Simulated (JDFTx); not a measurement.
Reference run:

System: Pt(100) (Fm-3m bulk; lattice of mp-126, not re-optimised at this level), 1x1 cell of 5 atoms in 5 planes, area 7.77 Å² a face, 7.9 Å between the outermost planes in a cell 23.9 Å high; k mesh 8×8×1, Fermi width 0.01 Ha, no spin polarisation.

Reference level: PBE, GBRV ultrasoft potentials, plane waves to 20/100 Ha, in a modified build of JDFTx. Unrelaxed; liquid: linear PCM (GLSSA13), water, 1 M KF. U vs SHE = −μ/e − 4.44 V throughout (conventional absolute potential of the hydrogen electrode).

Settings tried: 10/50 Ha; 12/60 Ha; 15/75 Ha; 20/100 Ha; 25/125 Ha; 30/150 Ha.

Problem. Which is the cheapest setting from which the work function and U_pzc both stay within 0.03 (eV, V) of the last one?

Solution. 15/75 Ha, at roughly 0.3 of the last row's time. Over the whole series the work function spans 0.26 eV and U_pzc 0.13 V.

```tsv
plane-wave cutoffs	work function (eV)	U_pzc (V)	mean C below U_pzc (μF/cm²)	k states × plane waves	cycles, vacuum run	rough core time, vacuum run
10/50 Ha	5.86	1.08	13 over 0.5 V	15 × 1891	20	50 s
12/60 Ha	5.66	0.98	13 over 0.5 V	15 × 2491	21	70 s
15/75 Ha	5.60	0.95	13 over 0.5 V	15 × 3479	21	90 s
20/100 Ha	5.60	0.95	–	15 × 5355	21	3 min
25/125 Ha	5.60	0.95	13 over 0.5 V	15 × 7485	21	4 min
30/150 Ha	5.59	0.95	–	15 × 9839	21	5 min
```

The times are rough (shared hosts); only ratios past two mean anything.
